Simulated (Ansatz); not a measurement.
Te2W:
```
CELL_PARAMETERS angstrom
      3.47132     0.00000     0.00000
     -1.73566     3.00625     0.00000
      0.00000     0.00000    34.00000
ATOMIC_POSITIONS crystal
  Te 0.33333 0.66667 0.44701
  Te 0.33333 0.66667 0.55299
  W  0.66667 0.33333 0.50000
```
The layer is periodic in x and y and isolated along z.

Relaxed with LDA. Special points in fractions of this cell's reciprocal vectors: Γ (0.000, 0.000, 0.000); M (0.500, 0.000, 0.000); K (0.333, 0.333, 0.000).

Problem. List the band energies nearest the valence-band maximum at these points for DFT-LDA in the program Ansatz with PAW potentials.

Solution. In eV from the valence-band maximum; about four levels below and three above (degenerate sets whole), none deeper than 8.9 eV; points with the same levels are listed once.

```csv
k,below,above
Γ,-1.80 -1.80 -0.83 -0.83 -0.65,3.35 3.35 3.65 3.65
M,-2.48 -1.87 -0.99 -0.36,1.93 2.19 3.08
K,-3.30 -3.18 -1.92 0.00,1.24 2.07 3.07
```

Space group P-6m2 (1H). The layer was cut from a bulk entry of the Materials Project (measured or hypothetical); whether that bulk phase is the ambient one, and whether the layer has been isolated, was not checked. The LDA relaxation kept the symmetry of its start; its stability against distortions is not shown here. The run is not spin-polarised. Spin–orbit coupling is left out wherever it is not named.

Potentials: the later of the program's two PAW sets.
